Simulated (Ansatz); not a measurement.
**Zone-centre phonons of VIn: input and output**

The calculation used DFT PBE, scalar-relativistic, plane waves, PAW in Ansatz.

It can be run as:
```bash
ansatz run input.yaml --threads 1 --pin off --backend cpu --events-out ev --progress --plain --runs-dir out  # memory cap (--max-ram) not shown
```

Input (bare energies are in eV):
```yaml
crystal:
  lattice:
    - [0.0, 3.06892319, 3.06892319]
    - [3.06892319, 0.0, 3.06892319]
    - [3.06892319, 3.06892319, 0.0]
  atoms:
    - { symbol: V, position: [0.25, 0.25, 0.25] }
    - { symbol: In, position: [0.0, 0.0, 0.0] }
basis:
  ecutwfc: 420
kpoints:
  mp_grid: { grid: [12, 12, 12] }
hamiltonian:
  xc: pbe
scf:
  occupations: { method: fermi_dirac, width: 0.15 }
output:
  eigenvalues: true
phonons:
  method: dfpt
  eigenvectors: true
```

The end of the output:
```
--- Phonons (Γ-DFPT): 2 representative perturbations + reference, on 163 of 1728 k-points (Σ response iterations 6) ---
  k mesh reduced under 8 symmetry operations, with k and −k counted as one. Each operation leaves every solved displacement unchanged or reverses it
  ASR residual: 9.998e-4 → 0.000e0 eV/Å²; symmetrization residual: 6.918e-6 eV/Å²
  ASR residual per site (eV/Å²): 1.00e-3 4.13e-5
  Γ frequencies (cm⁻¹): 0.00 0.00 0.00 202.20 202.20 202.20
  non-analytic LO–TO correction: not included (Born effective charges unavailable; polar crystals: no LO–TO splitting at Γ)
```

The cell was built by swapping an element in a database structure (itself possibly hypothetical) and relaxing; it need not be the stable form of this composition. In a metal, frequencies and elastic constants depend on the k mesh and the smearing, soft modes and shear constants most.